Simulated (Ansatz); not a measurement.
Two states of YbFe2Co2

```
Yb Fe Co
1.0
     3.91584    0.00000    0.00000
    -1.95792    3.39121    0.00000
     0.00000    0.00000    6.44182
Yb Fe Co
1 2 2
Direct
  0.00000 0.00000 0.00000
  0.33330 0.66670 0.62000
  0.66670 0.33330 0.38000
  0.33330 0.66670 0.26000
  0.66670 0.33330 0.74000
```

Method: PBE; PAW, plane waves to 420 eV, 7×7×4 Γ-centred mesh, fermi-dirac occupations (width 0.1 eV) (Ansatz 0.2.0), atoms fixed.

State A: Fe2 down, Fe3 up, Co4 up, Co5 down (collinear spin). State B: Fe2 down, Fe3 down, Co4 down, Co5 down (collinear spin).

Question: Which state is lower, and how do they differ?

Answer: State B is lower by 141.5 meV an atom at zero smearing; in free energy at this smearing B lies -131.7 meV an atom from A.

| state | free energy (meV/atom) | largest moment in a small sphere (μB) | net moment (μB/cell) | gap on mesh (eV) | pressure (GPa) | largest force (eV/Å) |
| --- | --- | --- | --- | --- | --- | --- |
| A | 131.7 | 2.62 | 0.00 | metal | -3.7 | 0.65 |
| B | 0.0 | 2.74 | 8.50 | metal | -3.1 | 0.37 |

Origin: a known structure type with other elements, at an estimated volume, so it need not be a known compound. Caveats: f shells without a U or exact exchange are poorly placed.
